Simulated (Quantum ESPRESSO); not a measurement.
## Calculated data, Si3NO4F (made-up cell)

Calculation on a made-up crystal cell, not a measurement: periodic Kohn-Sham density functional theory in plane waves with PseudoDojo standard norm-conserving scalar-relativistic pseudopotentials, each functional with its own files (v0.5 for PBE, v0.4.1 for LDA and PBEsol), no spin polarisation, no spin-orbit coupling, atoms not relaxed, stress positive in tension, energies less a fixed whole-eV offset for each atom's element; levels are Kohn-Sham levels at fractions of this cell's reciprocal vectors, counted from the reference band (half the neutral cell's valence electrons, rounded up) at Gamma; error bars cover cutoff and k-mesh only, not smearing or the files; each bar is the largest change over components, and at least 0.002 eV, 0.002 eV per angstrom or 0.02 GPa; added strain carries the atoms with the cell, and shear is the tensor component; no dispersion term; energies are for the whole cell, and the offsets were chosen from early runs and are not element reference energies. Program: Quantum ESPRESSO 7.5.

Settings shared by all entries: lattice type quartz; functional pbe; cutoff 1143 eV; fermi dirac smearing 0.025 eV; scf tolerance 1e-07 eV; electrons removed 0; k mesh 5 x 5 x 4, shifted by half a step.

(1) 
```cif
# cell vector a (Å): 4.9886 -0.0371 0.0067
# cell vector b (Å): -2.5264 4.2838 -0.0187
# cell vector c (Å): 0.0074 -0.0194 5.3888
data_Si3NO4F
_symmetry_space_group_name_H-M 'P 1'
_symmetry_Int_Tables_number 1
_cell_length_a 4.9887
_cell_length_b 4.9733
_cell_length_c 5.3888
_cell_angle_alpha 90.433
_cell_angle_beta 89.843
_cell_angle_gamma 120.956
_cell_volume 114.65
loop_
_atom_site_label
_atom_site_type_symbol
_atom_site_fract_x
_atom_site_fract_y
_atom_site_fract_z
_atom_site_occupancy
Si1 Si 0.46638 0.00116 0.66915 1
Si2 Si 0.99784 0.46949 0.34000 1
Si3 Si 0.53425 0.53023 0.00348 1
O1 O 0.40867 0.26708 0.78072 1
N1 N 0.73177 0.14838 0.45351 1
O2 O 0.88788 0.59440 0.12551 1
F1 F 0.26339 0.41997 0.21168 1
O3 O 0.13896 0.72985 0.55046 1
O4 O 0.57864 0.86451 0.87806 1
_calc_free_energy_less_offsets 7.141  # eV
_calc_scf_iterations 12
_calc_smearing_term_minus_ts 0  # eV
_calc_pressure 9.697  # GPa
_calc_stress_xx -8.263  # GPa
_calc_stress_yy -6.76  # GPa
_calc_stress_zz -14.07  # GPa
_calc_stress_yz 3.494  # GPa
_calc_stress_xz 4.707  # GPa
_calc_stress_xy 0.2041  # GPa
_calc_reference_band 24
_calc_error_bar_energy 0.002  # eV
_calc_error_bar_stress 0.02  # GPa
_calc_error_bar_force 0.002  # eV/angstrom
_calc_error_bar_next_band_up 0.002  # eV
_calc_error_bars_from 'tighter rerun of a related cell'
```

Atoms:
| atoms element | atom site | atom energy offset (eV) |
| --- | --- | --- |
| Si | 1 | -115 |
| Si | 2 | -115 |
| Si | 3 | -115 |
| O | 4 | -452 |
| N | 5 | -283 |
| O | 6 | -452 |
| F | 7 | -677 |
| O | 8 | -452 |
| O | 9 | -452 |

Forces:
| site | x (eV/Å) | y (eV/Å) | z (eV/Å) |
| --- | --- | --- | --- |
| 1 | 0.6138 | 0.476 | -3.455 |
| 2 | -3.437 | -1.474 | 4.622 |
| 3 | 4.058 | 3.058 | -3.94 |
| 4 | -1.688 | 1.991 | 2.871 |
| 5 | 0.4229 | -1.475 | -0.8373 |
| 6 | -4.99 | 1.336 | -4.569 |
| 7 | 2.156 | -0.8519 | -0.002707 |
| 8 | 0.291 | 0.9228 | 0.7977 |
| 9 | 2.573 | -3.983 | 4.513 |

Levels:
| level k point | next band up (eV) |
| --- | --- |
| Gamma | 2.442 |
| (1/2,1/2,1/2) | 4.056 |
| (0.15,0,0) | 2.745 |
| (0,0.15,0) | 2.659 |
| (0,0,0.15) | 2.634 |

(2) 
```cif
# cell vector a (Å): 5.0878 0.0000 0.0000
# cell vector b (Å): -2.5439 4.4062 0.0000
# cell vector c (Å): 0.0000 0.0000 5.5844
data_Si3NO4F
_symmetry_space_group_name_H-M 'P 1'
_symmetry_Int_Tables_number 1
_cell_length_a 5.0878
_cell_length_b 5.0878
_cell_length_c 5.5844
_cell_angle_alpha 90.000
_cell_angle_beta 90.000
_cell_angle_gamma 120.000
_cell_volume 125.19
loop_
_atom_site_label
_atom_site_type_symbol
_atom_site_fract_x
_atom_site_fract_y
_atom_site_fract_z
_atom_site_occupancy
Si1 Si 0.46116 0.97964 0.67719 1
Si2 Si 0.00766 0.48888 0.30924 1
Si3 Si 0.54188 0.54954 0.98580 1
F1 F 0.40953 0.26290 0.78845 1
O1 O 0.73641 0.15201 0.45369 1
O2 O 0.86759 0.60424 0.10110 1
N1 N 0.25254 0.43291 0.20457 1
O3 O 0.16938 0.74152 0.54113 1
O4 O 0.59732 0.85568 0.86768 1
_calc_free_energy_less_offsets 7.468  # eV
_calc_scf_iterations 12
_calc_smearing_term_minus_ts 0  # eV
_calc_pressure 0.07741  # GPa
_calc_stress_xx -4.317  # GPa
_calc_stress_yy -0.7076  # GPa
_calc_stress_zz 4.792  # GPa
_calc_stress_yz -4.04  # GPa
_calc_stress_xz -3.798  # GPa
_calc_stress_xy 8.869  # GPa
_calc_reference_band 24
_calc_error_bar_energy 0.002  # eV
_calc_error_bar_stress 0.02  # GPa
_calc_error_bar_force 0.002  # eV/angstrom
_calc_error_bar_next_band_up 0.002  # eV
_calc_error_bars_from 'tighter rerun of this cell'
```

Atoms:
| atoms element | atom site | atom energy offset (eV) |
| --- | --- | --- |
| Si | 1 | -115 |
| Si | 2 | -115 |
| Si | 3 | -115 |
| F | 4 | -677 |
| O | 5 | -452 |
| O | 6 | -452 |
| N | 7 | -283 |
| O | 8 | -452 |
| O | 9 | -452 |

Forces:
| site | x (eV/Å) | y (eV/Å) | z (eV/Å) |
| --- | --- | --- | --- |
| 1 | 2.479 | 1.354 | -6.127 |
| 2 | -2.43 | -1.402 | 3.455 |
| 3 | -2.218 | -0.5105 | 8.267 |
| 4 | 0.09212 | -0.6432 | -0.7837 |
| 5 | -1.661 | 1.113 | 1.72 |
| 6 | -2.658 | 0.02422 | -1.76 |
| 7 | 7.719 | -0.3122 | -4.889 |
| 8 | -1.844 | -0.5721 | 0.3596 |
| 9 | 0.5201 | 0.9479 | -0.24 |

Levels:
| level k point | next band up (eV) |
| --- | --- |
| Gamma | 2.152 |
| (1/2,1/2,1/2) | 4.136 |
| (0.15,0,0) | 2.384 |
| (0,0.15,0) | 2.481 |
| (0,0,0.15) | 2.353 |

(3) 
```cif
# cell vector a (Å): 5.0878 0.0000 0.0000
# cell vector b (Å): -2.5439 4.4062 0.0000
# cell vector c (Å): 0.0000 0.0000 5.5844
data_Si3NO4F
_symmetry_space_group_name_H-M 'P 1'
_symmetry_Int_Tables_number 1
_cell_length_a 5.0878
_cell_length_b 5.0878
_cell_length_c 5.5844
_cell_angle_alpha 90.000
_cell_angle_beta 90.000
_cell_angle_gamma 120.000
_cell_volume 125.19
loop_
_atom_site_label
_atom_site_type_symbol
_atom_site_fract_x
_atom_site_fract_y
_atom_site_fract_z
_atom_site_occupancy
Si1 Si 0.46116 0.97964 0.67719 1
Si2 Si 0.00766 0.48888 0.31484 1
Si3 Si 0.54188 0.54954 0.98580 1
F1 F 0.40953 0.26290 0.78845 1
O1 O 0.73641 0.15201 0.45369 1
O2 O 0.86759 0.60424 0.10110 1
N1 N 0.25254 0.43291 0.20457 1
O3 O 0.16938 0.74152 0.54113 1
O4 O 0.59732 0.85568 0.86768 1
_calc_free_energy_less_offsets 7.379  # eV
_calc_scf_iterations 12
_calc_smearing_term_minus_ts 0  # eV
_calc_pressure -0.3554  # GPa
_calc_stress_xx -2.714  # GPa
_calc_stress_yy -1.122  # GPa
_calc_stress_zz 4.902  # GPa
_calc_stress_yz -4.393  # GPa
_calc_stress_xz -3.681  # GPa
_calc_stress_xy 8.322  # GPa
_calc_reference_band 24
_calc_error_bar_energy 0.002  # eV
_calc_error_bar_stress 0.02  # GPa
_calc_error_bar_force 0.002  # eV/angstrom
_calc_error_bar_next_band_up 0.002  # eV
_calc_error_bars_from 'tighter rerun of a related cell'
```

Atoms:
| atoms element | atom site | atom energy offset (eV) |
| --- | --- | --- |
| Si | 1 | -115 |
| Si | 2 | -115 |
| Si | 3 | -115 |
| F | 4 | -677 |
| O | 5 | -452 |
| O | 6 | -452 |
| N | 7 | -283 |
| O | 8 | -452 |
| O | 9 | -452 |

Forces:
| site | x (eV/Å) | y (eV/Å) | z (eV/Å) |
| --- | --- | --- | --- |
| 1 | 2.518 | 1.411 | -5.929 |
| 2 | -2.121 | -1.462 | 2.216 |
| 3 | -2.151 | -0.5169 | 8.441 |
| 4 | 0.09683 | -0.7057 | -0.8469 |
| 5 | -1.711 | 1.033 | 1.853 |
| 6 | -2.347 | -0.126 | -1.39 |
| 7 | 7.089 | -0.2142 | -4.608 |
| 8 | -1.84 | -0.4016 | 0.5929 |
| 9 | 0.4666 | 0.9826 | -0.3293 |

Levels:
| level k point | next band up (eV) |
| --- | --- |
| Gamma | 2.055 |
| (1/2,1/2,1/2) | 4.031 |
| (0.15,0,0) | 2.288 |
| (0,0.15,0) | 2.384 |
| (0,0,0.15) | 2.257 |

(4) 
```cif
# cell vector a (Å): 5.0878 0.0000 0.0000
# cell vector b (Å): -2.5439 4.4062 0.0000
# cell vector c (Å): 0.0000 0.0000 5.5844
data_Si3NO4F
_symmetry_space_group_name_H-M 'P 1'
_symmetry_Int_Tables_number 1
_cell_length_a 5.0878
_cell_length_b 5.0878
_cell_length_c 5.5844
_cell_angle_alpha 90.000
_cell_angle_beta 90.000
_cell_angle_gamma 120.000
_cell_volume 125.19
loop_
_atom_site_label
_atom_site_type_symbol
_atom_site_fract_x
_atom_site_fract_y
_atom_site_fract_z
_atom_site_occupancy
Si1 Si 0.46116 0.97964 0.67719 1
Si2 Si 0.00766 0.48888 0.32551 1
Si3 Si 0.54188 0.54954 0.98580 1
F1 F 0.40953 0.26290 0.78845 1
O1 O 0.73641 0.15201 0.45369 1
O2 O 0.86759 0.60424 0.10110 1
N1 N 0.25254 0.43291 0.20457 1
O3 O 0.16938 0.74152 0.54113 1
O4 O 0.59732 0.85568 0.86768 1
_calc_free_energy_less_offsets 7.318  # eV
_calc_scf_iterations 12
_calc_smearing_term_minus_ts 0  # eV
_calc_pressure -0.9042  # GPa
_calc_stress_xx -0.03416  # GPa
_calc_stress_yy -2.257  # GPa
_calc_stress_zz 5.004  # GPa
_calc_stress_yz -5.124  # GPa
_calc_stress_xz -3.725  # GPa
_calc_stress_xy 7.326  # GPa
_calc_reference_band 24
_calc_error_bar_energy 0.002  # eV
_calc_error_bar_stress 0.02  # GPa
_calc_error_bar_force 0.002  # eV/angstrom
_calc_error_bar_next_band_up 0.002  # eV
_calc_error_bars_from 'tighter rerun of a related cell'
```

Atoms:
| atoms element | atom site | atom energy offset (eV) |
| --- | --- | --- |
| Si | 1 | -115 |
| Si | 2 | -115 |
| Si | 3 | -115 |
| F | 4 | -677 |
| O | 5 | -452 |
| O | 6 | -452 |
| N | 7 | -283 |
| O | 8 | -452 |
| O | 9 | -452 |

Forces:
| site | x (eV/Å) | y (eV/Å) | z (eV/Å) |
| --- | --- | --- | --- |
| 1 | 2.591 | 1.523 | -5.548 |
| 2 | -1.473 | -1.735 | -0.1821 |
| 3 | -2.022 | -0.5256 | 8.767 |
| 4 | 0.1033 | -0.822 | -0.9651 |
| 5 | -1.814 | 0.847 | 2.116 |
| 6 | -1.89 | -0.3445 | -0.8158 |
| 7 | 5.954 | -0.04108 | -4.03 |
| 8 | -1.814 | 0.0478 | 1.155 |
| 9 | 0.3648 | 1.05 | -0.4975 |

Levels:
| level k point | next band up (eV) |
| --- | --- |
| Gamma | 1.866 |
| (1/2,1/2,1/2) | 3.832 |
| (0.15,0,0) | 2.102 |
| (0,0.15,0) | 2.196 |
| (0,0,0.15) | 2.07 |

(5) 
```cif
# cell vector a (Å): 5.0878 0.0000 0.0000
# cell vector b (Å): -2.5439 4.4062 0.0000
# cell vector c (Å): 0.0000 0.0000 5.5844
data_Si3NO4F
_symmetry_space_group_name_H-M 'P 1'
_symmetry_Int_Tables_number 1
_cell_length_a 5.0878
_cell_length_b 5.0878
_cell_length_c 5.5844
_cell_angle_alpha 90.000
_cell_angle_beta 90.000
_cell_angle_gamma 120.000
_cell_volume 125.19
loop_
_atom_site_label
_atom_site_type_symbol
_atom_site_fract_x
_atom_site_fract_y
_atom_site_fract_z
_atom_site_occupancy
Si1 Si 0.46116 0.97964 0.67719 1
Si2 Si 0.00766 0.48888 0.33169 1
Si3 Si 0.54188 0.54954 0.98580 1
F1 F 0.40953 0.26290 0.78845 1
O1 O 0.73641 0.15201 0.45369 1
O2 O 0.86759 0.60424 0.10110 1
N1 N 0.25254 0.43291 0.20457 1
O3 O 0.16938 0.74152 0.54113 1
O4 O 0.59732 0.85568 0.86768 1
_calc_free_energy_less_offsets 7.349  # eV
_calc_scf_iterations 12
_calc_smearing_term_minus_ts 0  # eV
_calc_pressure -1.053  # GPa
_calc_stress_xx 1.297  # GPa
_calc_stress_yy -3.137  # GPa
_calc_stress_zz 4.998  # GPa
_calc_stress_yz -5.599  # GPa
_calc_stress_xz -3.893  # GPa
_calc_stress_xy 6.768  # GPa
_calc_reference_band 24
_calc_error_bar_energy 0.002  # eV
_calc_error_bar_stress 0.02  # GPa
_calc_error_bar_force 0.002  # eV/angstrom
_calc_error_bar_next_band_up 0.002  # eV
_calc_error_bars_from 'tighter rerun of a related cell'
```

Atoms:
| atoms element | atom site | atom energy offset (eV) |
| --- | --- | --- |
| Si | 1 | -115 |
| Si | 2 | -115 |
| Si | 3 | -115 |
| F | 4 | -677 |
| O | 5 | -452 |
| O | 6 | -452 |
| N | 7 | -283 |
| O | 8 | -452 |
| O | 9 | -452 |

Forces:
| site | x (eV/Å) | y (eV/Å) | z (eV/Å) |
| --- | --- | --- | --- |
| 1 | 2.633 | 1.591 | -5.327 |
| 2 | -1.081 | -1.993 | -1.594 |
| 3 | -1.948 | -0.5288 | 8.951 |
| 4 | 0.1054 | -0.8876 | -1.032 |
| 5 | -1.879 | 0.7202 | 2.273 |
| 6 | -1.694 | -0.4366 | -0.5549 |
| 7 | 5.341 | 0.05021 | -3.678 |
| 8 | -1.784 | 0.3962 | 1.556 |
| 9 | 0.306 | 1.089 | -0.5934 |

Levels:
| level k point | next band up (eV) |
| --- | --- |
| Gamma | 1.756 |
| (1/2,1/2,1/2) | 3.716 |
| (0.15,0,0) | 1.994 |
| (0,0.15,0) | 2.085 |
| (0,0,0.15) | 1.96 |

(6) 
```cif
# cell vector a (Å): 5.0878 0.0000 0.0000
# cell vector b (Å): -2.5439 4.4062 0.0000
# cell vector c (Å): 0.0000 0.0000 5.5844
data_Si3NO4F
_symmetry_space_group_name_H-M 'P 1'
_symmetry_Int_Tables_number 1
_cell_length_a 5.0878
_cell_length_b 5.0878
_cell_length_c 5.5844
_cell_angle_alpha 90.000
_cell_angle_beta 90.000
_cell_angle_gamma 120.000
_cell_volume 125.19
loop_
_atom_site_label
_atom_site_type_symbol
_atom_site_fract_x
_atom_site_fract_y
_atom_site_fract_z
_atom_site_occupancy
Si1 Si 0.46116 0.97964 0.67719 1
Si2 Si 0.00766 0.48888 0.35569 1
Si3 Si 0.54188 0.54954 0.98580 1
F1 F 0.40953 0.26290 0.78845 1
O1 O 0.73641 0.15201 0.45369 1
O2 O 0.86759 0.60424 0.10110 1
N1 N 0.25254 0.43291 0.20457 1
O3 O 0.16938 0.74152 0.54113 1
O4 O 0.59732 0.85568 0.86768 1
_calc_free_energy_less_offsets 7.938  # eV
_calc_scf_iterations 12
_calc_smearing_term_minus_ts 0  # eV
_calc_pressure -0.4241  # GPa
_calc_stress_xx 5.028  # GPa
_calc_stress_yy -8.317  # GPa
_calc_stress_zz 4.561  # GPa
_calc_stress_yz -8.024  # GPa
_calc_stress_xz -5.308  # GPa
_calc_stress_xy 4.619  # GPa
_calc_reference_band 24
_calc_error_bar_energy 0.002  # eV
_calc_error_bar_stress 0.02  # GPa
_calc_error_bar_force 0.002  # eV/angstrom
_calc_error_bar_next_band_up 0.002  # eV
_calc_error_bars_from 'tighter rerun of a related cell'
```

Atoms:
| atoms element | atom site | atom energy offset (eV) |
| --- | --- | --- |
| Si | 1 | -115 |
| Si | 2 | -115 |
| Si | 3 | -115 |
| F | 4 | -677 |
| O | 5 | -452 |
| O | 6 | -452 |
| N | 7 | -283 |
| O | 8 | -452 |
| O | 9 | -452 |

Forces:
| site | x (eV/Å) | y (eV/Å) | z (eV/Å) |
| --- | --- | --- | --- |
| 1 | 2.798 | 1.872 | -4.47 |
| 2 | 0.3294 | -3.84 | -7.245 |
| 3 | -1.647 | -0.5284 | 9.621 |
| 4 | 0.101 | -1.127 | -1.277 |
| 5 | -2.161 | 0.112 | 2.871 |
| 6 | -1.281 | -0.6231 | 0.03622 |
| 7 | 3.322 | 0.334 | -2.283 |
| 8 | -1.541 | 2.562 | 3.698 |
| 9 | 0.07958 | 1.239 | -0.9508 |

Levels:
| level k point | next band up (eV) |
| --- | --- |
| Gamma | 1.32 |
| (1/2,1/2,1/2) | 3.275 |
| (0.15,0,0) | 1.571 |
| (0,0.15,0) | 1.653 |
| (0,0,0.15) | 1.533 |

(7) 
```cif
# cell vector a (Å): 5.0878 0.0000 0.0000
# cell vector b (Å): -2.5439 4.4062 0.0000
# cell vector c (Å): 0.0000 0.0000 5.5844
data_Si3NO4F
_symmetry_space_group_name_H-M 'P 1'
_symmetry_Int_Tables_number 1
_cell_length_a 5.0878
_cell_length_b 5.0878
_cell_length_c 5.5844
_cell_angle_alpha 90.000
_cell_angle_beta 90.000
_cell_angle_gamma 120.000
_cell_volume 125.19
loop_
_atom_site_label
_atom_site_type_symbol
_atom_site_fract_x
_atom_site_fract_y
_atom_site_fract_z
_atom_site_occupancy
Si1 Si 0.46116 0.97964 0.67719 1
Si2 Si 0.00766 0.48888 0.36172 1
Si3 Si 0.54188 0.54954 0.98580 1
F1 F 0.40953 0.26290 0.78845 1
O1 O 0.73641 0.15201 0.45369 1
O2 O 0.86759 0.60424 0.10110 1
N1 N 0.25254 0.43291 0.20457 1
O3 O 0.16938 0.74152 0.54113 1
O4 O 0.59732 0.85568 0.86768 1
_calc_free_energy_less_offsets 8.207  # eV
_calc_scf_iterations 12
_calc_smearing_term_minus_ts 0  # eV
_calc_pressure 0.03869  # GPa
_calc_stress_xx 5.63  # GPa
_calc_stress_yy -10.11  # GPa
_calc_stress_zz 4.366  # GPa
_calc_stress_yz -8.817  # GPa
_calc_stress_xz -5.807  # GPa
_calc_stress_xy 4.061  # GPa
_calc_reference_band 24
_calc_error_bar_energy 0.002  # eV
_calc_error_bar_stress 0.02  # GPa
_calc_error_bar_force 0.002  # eV/angstrom
_calc_error_bar_next_band_up 0.002  # eV
_calc_error_bars_from 'tighter rerun of a related cell'
```

Atoms:
| atoms element | atom site | atom energy offset (eV) |
| --- | --- | --- |
| Si | 1 | -115 |
| Si | 2 | -115 |
| Si | 3 | -115 |
| F | 4 | -677 |
| O | 5 | -452 |
| O | 6 | -452 |
| N | 7 | -283 |
| O | 8 | -452 |
| O | 9 | -452 |

Forces:
| site | x (eV/Å) | y (eV/Å) | z (eV/Å) |
| --- | --- | --- | --- |
| 1 | 2.838 | 1.947 | -4.257 |
| 2 | 0.618 | -4.558 | -8.705 |
| 3 | -1.568 | -0.5253 | 9.776 |
| 4 | 0.09653 | -1.184 | -1.334 |
| 5 | -2.237 | -0.06368 | 3.012 |
| 6 | -1.241 | -0.6392 | 0.09634 |
| 7 | 2.909 | 0.387 | -1.943 |
| 8 | -1.439 | 3.36 | 4.391 |
| 9 | 0.02333 | 1.277 | -1.036 |

Levels:
| level k point | next band up (eV) |
| --- | --- |
| Gamma | 1.21 |
| (1/2,1/2,1/2) | 3.167 |
| (0.15,0,0) | 1.466 |
| (0,0.15,0) | 1.545 |
| (0,0,0.15) | 1.426 |

(8) 
```cif
# cell vector a (Å): 5.0878 0.0000 0.0000
# cell vector b (Å): -2.5439 4.4062 0.0000
# cell vector c (Å): 0.0000 0.0000 5.5844
data_Si3NO4F
_symmetry_space_group_name_H-M 'P 1'
_symmetry_Int_Tables_number 1
_cell_length_a 5.0878
_cell_length_b 5.0878
_cell_length_c 5.5844
_cell_angle_alpha 90.000
_cell_angle_beta 90.000
_cell_angle_gamma 120.000
_cell_volume 125.19
loop_
_atom_site_label
_atom_site_type_symbol
_atom_site_fract_x
_atom_site_fract_y
_atom_site_fract_z
_atom_site_occupancy
Si1 Si 0.46116 0.97964 0.67719 1
Si2 Si 0.00766 0.48888 0.36457 1
Si3 Si 0.54188 0.54954 0.98580 1
F1 F 0.40953 0.26290 0.78845 1
O1 O 0.73641 0.15201 0.45369 1
O2 O 0.86759 0.60424 0.10110 1
N1 N 0.25254 0.43291 0.20457 1
O3 O 0.16938 0.74152 0.54113 1
O4 O 0.59732 0.85568 0.86768 1
_calc_stress_xx ?
_calc_stress_zz ?
_calc_stress_yz ?
_calc_stress_xy ?
```

Atoms:
| atoms element | atom site | atom energy offset (eV) |
| --- | --- | --- |
| Si | 1 | -115 |
| Si | 2 | -115 |
| Si | 3 | -115 |
| F | 4 | -677 |
| O | 5 | -452 |
| O | 6 | -452 |
| N | 7 | -283 |
| O | 8 | -452 |
| O | 9 | -452 |

Questions
1. What stress xx does the calculation give for Si3NO4F (made-up cell) (entry 8)?
2. Si3NO4F (made-up cell) (entry 8): stress zz?
3. What stress yz does the calculation give for Si3NO4F (made-up cell) (entry 8)?
4. Give the missing stress xy for Si3NO4F (made-up cell) (entry 8).

Calculated values
1. 5.873 GPa
2. 4.268 GPa
3. -9.22 GPa
4. 3.793 GPa

Further results for Si3NO4F (made-up cell) (entry 8):

| Quantity | Value |
| --- | --- |
| free energy less offsets | 8.351 eV |
| scf iterations | 13 |
| smearing term minus ts | 0 eV |
| pressure | 0.2965 GPa |
| stress yy | -11.03 GPa |
| stress xz | -6.054 GPa |
| reference band | 24 |
| error bar energy | 0.002 eV |
| error bar stress | 0.02 GPa |
| error bar force | 0.002 eV/Å |
| error bar next band up | 0.002 eV |
| error bars from | tighter rerun of a related cell |

Forces:
| site | x (eV/Å) | y (eV/Å) | z (eV/Å) |
| --- | --- | --- | --- |
| 1 | 2.857 | 1.983 | -4.158 |
| 2 | 0.7407 | -4.939 | -9.397 |
| 3 | -1.53 | -0.5234 | 9.847 |
| 4 | 0.09406 | -1.209 | -1.36 |
| 5 | -2.273 | -0.1488 | 3.076 |
| 6 | -1.229 | -0.6437 | 0.1144 |
| 7 | 2.727 | 0.4093 | -1.786 |
| 8 | -1.384 | 3.779 | 4.739 |
| 9 | -0.002976 | 1.294 | -1.075 |

Levels:
| level k point | next band up (eV) |
| --- | --- |
| Gamma | 1.16 |
| (1/2,1/2,1/2) | 3.117 |
| (0.15,0,0) | 1.418 |
| (0,0.15,0) | 1.495 |
| (0,0,0.15) | 1.377 |
